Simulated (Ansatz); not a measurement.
## ScAlN$_{2}$, first-principles data

ScAlN$_{2}$:
```cif
data_AlN2Sc
_chemical_formula_sum 'Sc1 N2 Al1'
_space_group_name_H-M_alt 'P3m1'
_space_group_IT_number 156
_space_group_name_Hall 'P 3 -2"'
_cell_length_a 3.33971
_cell_length_b 3.33971
_cell_length_c 5.19751
_cell_angle_alpha 90.000
_cell_angle_beta 90.000
_cell_angle_gamma 120.000
loop_
_atom_site_label
_atom_site_type_symbol
_atom_site_symmetry_multiplicity
_atom_site_Wyckoff_symbol
_atom_site_fract_x
_atom_site_fract_y
_atom_site_fract_z
_atom_site_occupancy
Sc1 Sc 1 b 0.33333 0.66667 0.99108 1
N1 N 1 b 0.33333 0.66667 0.40740 1
Al1 Al 1 c 0.66667 0.33333 0.50373 1
N2 N 1 c 0.66667 0.33333 0.86778 1
```

Space group P3m1 (No. 156); conventional cell a = 3.340 Å, b = 3.340 Å, c = 5.198 Å, α = 90.00°, β = 90.00°, γ = 120.00°.

Method: PBE in the plane-wave PAW code Ansatz. The cell and atoms are relaxed at this level. Other levels are named where they apply.

**Cell and energy**

```
Property                                                      Result
-----------------------------------------------------  -------------
Volume per atom                                             12.55 Å³
Density                                                   3.31 g/cm³
Formation energy from the elements (no fitted shifts)  -1.40 eV/atom
```

**Electronic structure**

```
Item                                                                      Result
----------------------------------------  --------------------------------------
Band gap                                                      3.15 eV (indirect)
Valence-band maximum                                                        at H
Conduction-band minimum                                                     at Γ
Smallest direct gap on the standard path                                 3.21 eV
Electron effective mass                   0.26, 0.26, 0.42 mₑ (principal values)
Hole effective mass                           3.9, 3.9, 14 mₑ (principal values)
```

The start of the workflow was typed in or built on a structure type; neither database checked (COD, Materials Project) lists it. Whether it is the stable phase at ambient conditions was not checked. Symmetry was held in the PBE relaxation; whether a distortion lowers the energy is not shown. No spin polarisation was allowed. The references are the lowest solids computed at this level, not always the standard phases (solids in place of the gases).

Potentials: the earlier of the program's two PAW sets.
